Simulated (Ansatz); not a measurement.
# SrPd5 single point

Input file of Ansatz 0.2.0:

```yaml
crystal:
  lattice:
    - [5.36016435, 0.0, 0.0]
    - [-2.68008218, 4.64203377, 0.0]
    - [0.0, 0.0, 4.37336835]
  atoms:
    - { symbol: Pd, position: [0.3333, 0.6667, 0.0] }
    - { symbol: Pd, position: [0.6666, 0.3333, 0.0] }
    - { symbol: Pd, position: [0.5, 0.0, 0.5] }
    - { symbol: Pd, position: [0.5, 0.5, 0.5] }
    - { symbol: Pd, position: [0.0, 0.5, 0.5] }
    - { symbol: Sr, position: [0.0, 0.0, 0.0] }
  symmetry: { tolerance: 0.0003 }
kpoints:
  mp_grid: { grid: [7, 7, 8], shift: [0, 0, 0] }
  band_path:
    path:
      - [0.0, 0.0, 0.0]
      - [0.50000019, -2.5e-07, 0.0]
      - [0.33333346, 0.33333295, 0.0]
      - [0.0, 0.0, 0.0]
      - [0.0, 0.0, 0.5]
      - [0.50000019, -2.5e-07, 0.5]
      - [0.33333346, 0.33333295, 0.5]
      - [0.0, 0.0, 0.5]
      - [0.50000019, -2.5e-07, 0.5]
      - [0.50000019, -2.5e-07, 0.0]
      - [0.33333346, 0.33333295, 0.5]
    npoints: 6
magnetization:
  spin_polarized: false
scf:
  occupations: { method: fermi_dirac }
  lower_state_search: "off"
  max_iter: 200
hamiltonian:
  pseudopotentials: { kind: paw }
  xc: pbesol
basis:
  ecutwfc: 420
  fft_grid_basis: typed
output:
  forces: true
  stress: true
  eigenvalues: true
  bader: true
  populations: true
  elf: true
  write_potential: true
  volumetric_format: npy
  dos:
    e_range: [-12, 8]
    de: 0.05
    projected: { site_lists: { Pd: [Pd], Sr: [Sr] } }
checkpoint:
  read: saved_state
```

The run starts from an earlier solution of this cell. 

Excerpt of what it printed:

```
SCF iter   1: F=—  Δρ=4.33e-3  dr2=2.28e-2
SCF iter   2: F=—  Δρ=1.72e-3  dr2=1.81e-3
SCF iter   3: F=—  Δρ=1.17e-3  dr2=1.43e-3
SCF iter   4: F=—  Δρ=4.08e-4  dr2=1.82e-4
SCF iter   5: F=—  Δρ=9.72e-5  dr2=2.79e-6
SCF iter   6: F=—  Δρ=6.00e-6  dr2=1.61e-8
SCF iter   7: F=-38027.5989 eV  Δρ=7.73e-7  dr2=3.24e-10
Free energy (F): -38027.5989 eV
Harris-Foulkes:  -38027.5989 eV  (|F-HF|=0.00e0)
Internal energy: -38027.4254 eV  (E = F + TS)
E sigma→0 (E₀):  -38027.5122 eV
Entropy (-TS):   -0.1735 eV (-28.923 meV/atom)
Fermi energy:    15.6192 eV
--- Per-component energies (eV) ---
  E_band       = -1065.5481
  E_kinetic    = 2819.6490
  E_local      = -12441.7703  (includes V_loc(G=0)·N_el)
  E_nonlocal   = 1298.6780
  E_hartree    = 5085.0071
  E_xc         = -1011.5842
  E_vxc        = -1219.3218  (∫ρ·V_xc dr)
  E_paw        = -21069.9413  (= ΣΔE_a)
  E_vpaw       = -1692.7985  (= ΣTr[D̂ρ^β])
  E_aug_tail   = 0.0010  (compensation charges beyond the density's cutoff)
  E_ewald      = -12709.1117
  E_core_change = 1.6470  (= ΣΔE_core)
  E_smearing   = -0.1735  (= −TS)
--- Stress (GPa, compression-positive) ---
       -0.2365       0.0000       0.0000
        0.0000      -0.2365       0.0000
        0.0000       0.0000      -0.5581
  P = ⅓ Tr σ = -0.3437 GPa (-3.437 kbar)
--- Löwdin populations: 6 sites ---
  site symbol       q [e]
     0     Pd     17.5039
     1     Pd     17.5039
     2     Pd     17.4242
     3     Pd     17.4242
     4     Pd     17.4242
     5     Sr      9.4204
  spilling = 0.0330 (of n_electrons = 100.0000)
--- Bader charges: 6 sites ---
  site symbol  charge [e]  shift [e]
     0     Pd     -0.2903     0.0000
     1     Pd     -0.2903     0.0000
     2     Pd     -0.2642     0.0000
     3     Pd     -0.2642     0.0000
     4     Pd     -0.2642     0.0000
     5     Sr      1.3732     0.0000
```

Origin: a database entry at a rescaled volume.
